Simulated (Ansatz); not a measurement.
Ansatz (a program for electronic structure) input:

Ansatz 0.2 input:
```yaml
crystal:
  lattice:
    - [-1.4403309703, 1.4403309703, 1.3643300102]
    - [1.4403309703, -1.4403309703, 1.3643300102]
    - [1.4403309703, 1.4403309703, -1.3643300102]
  atoms:
    - { symbol: Cu, position: [0.0, 0.0, 0.0] }
kpoints:
  mp_grid: { grid: [29, 29, 29] }
hamiltonian:
  xc: r2scan
  dispersion: d4
  pseudopotentials: { kind: paw }
scf:
  occupations: { method: fermi_dirac, width: 0.1 }
elastic: { mode: relaxed_ion, stencil: two_point, amplitude: 0.005, f_tol: 0.0005 }
```

Output (shortened):

```
Pseudopotentials: kind: paw
Pseudopotential: Cu, paw, valence charge 19
Functional definition: r2SCAN
Crystal: 1 atoms, lattice volume = 11.322 Å³
Basis set: ecut = 500 eV, 297 PW (Γ), exchange–correlation on 72×72×72 points (64 copies of the dense FFT grid, shifted against one another)
Bands: 14, of which v1, the nominal top of the filled ones, is band 10 counted from 1 (9 counted from 0)
Symmetry: 16 space group operations
Space group: I4/mmm (ITA 139), of the structure as read, at distance tolerance 2.2e-5 Å
k-points: 1800 of 24389
PAW frozen core: Cu, regenerated for the run's functional
Initial wavefunctions: pseudopotential atomic-orbital guess
Eigensolver: davidson
Functional: x = r2scan, c = r2scan; τ floored in thin density (d = 2e-4 eV/Å³)
all-band conjugate gradients solve this SCF's bands
the search or the solves at the SCF's close seem to have found levels that the self-consistency loop had missed (the run counts 1) …
SCF 1 converged in 10 iterations: F = -6631.407028 eV  dr2 = 1.07e-14
Crystal: 1 atoms, lattice volume = 11.322 Å³
Initial density: handed on by an earlier stage of this run
Initial wavefunctions: those handed on with the density
SCF 2 converged in 2 iterations: F = -6631.407028 eV  dr2 = 1.55e-14
density extrapolation: transplant  |δρ|_rms = 6.566e-2 e/Å³  SAD shift = 2.343e-2 e/Å³
Crystal: 1 atoms, lattice volume = 11.265 Å³
Symmetry: 8 space group operations
k-points: 3375 of 24389
SCF 3 converged in 10 iterations: F = -6631.406896 eV  dr2 = 2.64e-14
density extrapolation: first-order (α = -2.000)  |δρ|_rms = 6.566e-2 e/Å³  SAD shift = 2.325e-2 e/Å³
Crystal: 1 atoms, lattice volume = 11.378 Å³
SCF 4 converged in 8 iterations: F = -6631.406886 eV  dr2 = 9.41e-15
density extrapolation: transplant  |δρ|_rms = 6.566e-2 e/Å³  SAD shift = 2.344e-2 e/Å³
Crystal: 1 atoms, lattice volume = 11.265 Å³
SCF 5 converged in 10 iterations: F = -6631.406814 eV  dr2 = 3.16e-14
density extrapolation: first-order (α = -2.000)  |δρ|_rms = 6.566e-2 e/Å³  SAD shift = 2.326e-2 e/Å³
Crystal: 1 atoms, lattice volume = 11.378 Å³
SCF 6 converged in 9 iterations: F = -6631.406915 eV  dr2 = 1.63e-14
density extrapolation: transplant  |δρ|_rms = 6.566e-2 e/Å³  SAD shift = 1.340e-2 e/Å³
Crystal: 1 atoms, lattice volume = 11.321 Å³
Symmetry: 4 space group operations
k-points: 6315 of 24389
SCF 7 converged in 9 iterations: F = -6631.406929 eV  dr2 = 2.47e-14
density extrapolation: first-order (α = -2.000)  |δρ|_rms = 6.566e-2 e/Å³  SAD shift = 1.340e-2 e/Å³
Crystal: 1 atoms, lattice volume = 11.321 Å³
SCF 8 converged in 8 iterations: F = -6631.406929 eV  dr2 = 2.49e-14
density extrapolation: transplant  |δρ|_rms = 6.566e-2 e/Å³  SAD shift = 1.340e-2 e/Å³
Crystal: 1 atoms, lattice volume = 11.321 Å³
SCF 9 converged in 8 iterations: F = -6631.406913 eV  dr2 = 2.13e-14
density extrapolation: first-order (α = -2.000)  |δρ|_rms = 6.566e-2 e/Å³  SAD shift = 1.340e-2 e/Å³
Crystal: 1 atoms, lattice volume = 11.321 Å³
SCF 10 converged in 7 iterations: F = -6631.406913 eV  dr2 = 5.63e-14
SCF converged after 2 iterations
Free energy (F): -6631.407028 eV
Harris-Foulkes:  -6631.407028 eV  (|F-HF|=0.00e0)
Internal energy: -6631.397788 eV  (E = F + TS)
E sigma→0 (E₀):  -6631.402408 eV
Entropy (-TS):   -0.009241 eV (-9.241 meV/atom)
Fermi energy:    17.481457 eV
--- Per-component energies (eV) ---
  E_band       = -370.995966
  E_kinetic    = 300.163626
  E_local      = -3982.829632  (includes V_loc(G=0)·N_el)
  E_nonlocal   = 395.469257
  E_hartree    = 1761.667775
  E_xc         = -84.015044
  E_vxc        = -124.995339  (∫ρ·V_xc dr)
  E_paw        = -1678.140431  (= ΣΔE_a)
  E_vpaw       = -491.137967  (= ΣTr[D̂ρ^β])
  E_aug_tail   = 0.000156  (compensation charges beyond the density's cutoff)
  E_vtau       = 8.998393  (kinetic-family band-sum trace: ∫τ·v_τ [+ j·A + Jᵃ·Aᵃ] dr)
  E_ewald      = -3343.211934
  E_disp       = -0.200452  (pairwise vdW)
  E_core_change = -0.301108  (= ΣΔE_core)
  E_smearing   = -0.009241  (= −TS)
  E_closure    =  0.000000  (closes the sum)
  Σ components = -6631.407028   (vs F -6631.407028, Δ=0.00e0)
--- Forces (eV/Å), atoms counted from 1 ---
  atom   1  Cu     0.00000000     0.00000000     0.00000000
  max |Σ_I F_I| component: 0.0 eV/Å
--- Stress (GPa, compression-positive) ---
       -0.019656       0.000000       0.000000
        0.000000      -0.019656       0.000000
        0.000000       0.000000       0.134602
  P = ⅓ Tr σ = 0.0318 GPa (0.318 kbar)
  The stress holds the Pulay correction. Without it, at fixed plane waves, as pw.x and ABINIT print it: P = -0.0606 GPa
  The stress includes an estimate of the error left by incomplete SCF convergence (largest component  0.0000 GPa …
--- Band table (eV; the first three rows and the last of 1800) ---
  k-point 0: bands = ["-99.0643", "-54.8155", "-54.8108", "-54.8108", "7.4195", "14.0123", "14.2422", "14.2422", "15.1032", "15.3442", "43.3559", "43.3559", "44.9216", "47.6182"]
  k-point 1: bands = ["-99.0641", "-54.8160", "-54.8124", "-54.8107", "7.4671", "14.0133", "14.2340", "14.2605", "15.0935", "15.3431", "42.6364", "43.3462", "44.7943", "46.8354"]
  k-point 2: bands = ["-99.0635", "-54.8175", "-54.8170", "-54.8106", "7.6093", "14.0156", "14.2100", "14.3151", "15.0662", "15.3397", "41.0610", "43.2617", "44.4670", "46.0673"]
  k-point 1799: bands = ["-99.0313", "-54.9155", "-54.9153", "-54.9058", "12.3962", "12.4588", "15.8382", "15.8451", "15.9018", "25.3418", "25.6063", "27.8345", "31.3484", "32.1144"]
  band table: 14 of 14 bands, residual norms ≤ 1.0e-3 eV
--- Elastic constants: 4 strain directions × 2 members + reference (group order 16) ---
  dense FFT box of the reference and of every strained cell: 18×18×18
  strains applied: 11, 33, 23, 12; error gains …
  pairwise dispersion correction: d4 (s6 = 1.0, s8 = 0.6018749, s9 = 1.0, a1 = 0.51559235, a2_bohr = 5.77342911), with the weights of each atom's references …
  C = ∂σ_k/∂η_j (tension-positive GPa; Voigt order 11 22 33 23 13 12):
       155.761    182.747    164.547      0.000      0.000      0.000
       182.747    155.761    164.547      0.000      0.000      0.000
       164.661    164.661    185.583      0.000      0.000      0.000
         0.000      0.000      0.000    112.911      0.000      0.000
         0.000      0.000      0.000      0.000    112.911      0.000
         0.000      0.000      0.000      0.000      0.000    129.963
  reference stress σ⁰ (GPa):      0.020      0.020     -0.135      0.000      0.000      0.000
  moduli (Voigt/Reuss/Hill, GPa): K = 169.00/168.41/168.71   G = 70.17/72.72/71.44   E = 187.81   ν = 0.314
  mechanically stable: NO (min eigenvalue of sym C = -26.99 GPa)
  strain η (Voigt 11):  stress-route row diagonal C_11 = 155.76 GPa, energy-path curvature d²(F+E_count+ΔE)/dδ²/Ω₀ = 155.74 GPa
         δ    σ_11 (GPa)             F (eV)   n_scf  n_hpsi   n_pw
    -5.000e-3      -0.7733       -6631.4068959      10  1057579    303   relax 0 steps, max|allowed force component| 0.00e0 eV/Å
     5.000e-3       0.7843       -6631.4068855       8  898719    305   relax 0 steps, max|allowed force component| 0.00e0 eV/Å
  strain η (Voigt 33):  stress-route row diagonal C_33 = 185.58 GPa, energy-path curvature d²(F+E_count+ΔE)/dδ²/Ω₀ = 185.57 GPa
         δ    σ_33 (GPa)             F (eV)   n_scf  n_hpsi   n_pw
    -5.000e-3      -1.0846       -6631.4068140      10  568772    300   relax 0 steps, max|allowed force component| 0.00e0 eV/Å
     5.000e-3       0.7712       -6631.4069147       9  490520    305   relax 0 steps, max|allowed force component| 0.00e0 eV/Å
  strain η (Voigt 23):  stress-route row diagonal C_44 = 112.91 GPa, energy-path curvature d²(F+E_count+ΔE)/dδ²/Ω₀ = 112.97 GPa
         δ    σ_23 (GPa)             F (eV)   n_scf  n_hpsi   n_pw
    -5.000e-3      -0.5646       -6631.4069287       9  1981480    304   relax 0 steps, max|allowed force component| 0.00e0 eV/Å
     5.000e-3       0.5646       -6631.4069287       8  1794229    304   relax 0 steps, max|allowed force component| 0.00e0 eV/Å
  strain η (Voigt 12):  stress-route row diagonal C_66 = 129.96 GPa, energy-path curvature d²(F+E_count+ΔE)/dδ²/Ω₀ = 129.96 GPa
         δ    σ_12 (GPa)             F (eV)   n_scf  n_hpsi   n_pw
    -5.000e-3      -0.6498       -6631.4069133       8  931265    305   relax 0 steps, max|allowed force component| 0.00e0 eV/Å
     5.000e-3       0.6498       -6631.4069133       7  836696    305   relax 0 steps, max|allowed force component| 0.00e0 eV/Å
```

Cost: roughly 11 core-minutes on shared cores.

The workflow started from a Materials Project entry (that database holds measured and hypothetical structures alike); the Crystallography Open Database copy checked does not list it. It is not the phase usual at ambient conditions (space group No. 225). The cell was relaxed with r²SCAN+D4 under the symmetry of its start. At this level the phase is mechanically unstable. The run is not spin-polarised. The pairwise dispersion correction was not fitted to metals. As this level gives no gap, shear constants depend on the k-mesh and smearing (Fermi–Dirac, 0.1 eV here). Axis ratios of metals converge slowly with the k-mesh, so a and c are less sure than the volume.

Potentials: the later of the program's two PAW sets.

Ansatz is a plane-wave DFT program.
